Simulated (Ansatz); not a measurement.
ZrSe2:
```yaml
crystal:
  lattice:
    - [3.73585, 0.00000, 0.00000]
    - [-1.86793, 3.23534, 0.00000]
    - [0.00000, 0.00000, 6.03505]
  atoms:
    - { symbol: Zr, position: [0.00000, 0.00000, 0.00000] }
    - { symbol: Se, position: [0.33333, 0.66667, 0.26482] }
    - { symbol: Se, position: [0.66667, 0.33333, 0.73518] }
```

Relaxed with PBE+D3(BJ).

Map the valence electron density (e/Å³), cut off at 1 on the plane through (0.000, 0.000, 0.000) spanned by u = [0, 0, 1] and v = [1, -1, 0] in lattice vectors, from PBE+D3(BJ) in the plane-wave PAW code Ansatz.

x is the fraction of u, y of v (the angle between them is 90°; rows are the nearest grid lines); atoms in the plane: Zr at (0.00, 0.00), Se at (0.26, 0.33), Se at (0.74, 0.67).
```
y \ x   0.000  0.100  0.167  0.267  0.367  0.467  0.533  0.633  0.733  0.833  0.900   1.00
------  -----  -----  -----  -----  -----  -----  -----  -----  -----  -----  -----  -----
1.00     1.00   1.00  0.468  0.072  0.034  0.014  0.014  0.034  0.072  0.468   1.00   1.00
0.938    1.00   1.00  0.334  0.086  0.038  0.017  0.018  0.046  0.101  0.362   1.00   1.00
0.844   0.498  0.213  0.131  0.089  0.047  0.032  0.058  0.203  0.399  0.394  0.404  0.498
0.781   0.156  0.090  0.086  0.070  0.041  0.047  0.126  0.576   1.00  0.724  0.397  0.156
0.688   0.147  0.064  0.052  0.040  0.029  0.068  0.247   1.00   1.00   1.00  0.572  0.147
0.625   0.145  0.068  0.059  0.047  0.032  0.067  0.230   1.00   1.00   1.00  0.544  0.145
0.531   0.132  0.144  0.195  0.221  0.128  0.063  0.105  0.407  0.743  0.507  0.282  0.132
0.469   0.132  0.282  0.507  0.743  0.407  0.105  0.063  0.128  0.221  0.195  0.144  0.132
0.375   0.145  0.544   1.00   1.00   1.00  0.230  0.067  0.032  0.047  0.059  0.068  0.145
0.312   0.147  0.572   1.00   1.00   1.00  0.247  0.068  0.029  0.040  0.052  0.064  0.147
0.219   0.156  0.397  0.724   1.00  0.576  0.126  0.047  0.041  0.070  0.086  0.090  0.156
0.156   0.498  0.404  0.394  0.399  0.203  0.058  0.032  0.047  0.089  0.131  0.213  0.498
0.0625   1.00   1.00  0.362  0.101  0.046  0.018  0.017  0.038  0.086  0.334   1.00   1.00
0.000    1.00   1.00  0.468  0.072  0.034  0.014  0.014  0.034  0.072  0.468   1.00   1.00
```

The density is the valence pseudo-density with augmentation charge, so density and ELF within about 1 Å of a nucleus are not all-electron values.

Space group P-3m1 (CdI2 type). The cell was relaxed with PBE+D3(BJ) under the symmetry of its start; of distortions, only those at the zone centre were tested. No spin polarisation was allowed.

Potentials: the later of the program's two PAW sets.
